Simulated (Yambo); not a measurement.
NaRhS$_{2}$O$_{8}$ (space group C2/m, No. 12); a = b = 4.769 Å, c = 7.218 Å, α = β = 92.37°, γ = 66.57°. With the G0W0 scissor the direct gap on the mesh is 3.41 eV. Axes are Cartesian, with cell vectors (Å) (3.99, -2.62, 0.00), (3.99, 2.62, 0.00), (-0.36, 0.00, 7.21).

### Question
Can the lowest exciton of this BSE run be trusted, and with what binding energy? (Yambo, PBEsol bands; 4×4×2 mesh, 21 valence and 10 conduction bands, static screening with 98 bands and a 3 Ry block, scissor 2.27 eV, Tamm-Dancoff.)

### Answer
The mesh holds a bound state, but the numbers are provisional. These are vertical excitations (zero momentum). The lowest state lies at 1.39 eV (dark for light along x), the direct quasiparticle gap on this mesh at 3.41 eV. Its binding energy, counted from that gap, is 2.02 eV; it spreads over about 27 k points of the mesh. Convergence with the mesh was not shown. The first optically allowed state is at 2.76 eV. The scissor comes from a G0W0 run whose convergence isn't established. Spin-orbit splittings are left out.

Geometry of the Materials Project entry, not relaxed at this level.

The structure is a Materials Project entry; no match was found in the copy of COD used, and its stability was not checked.
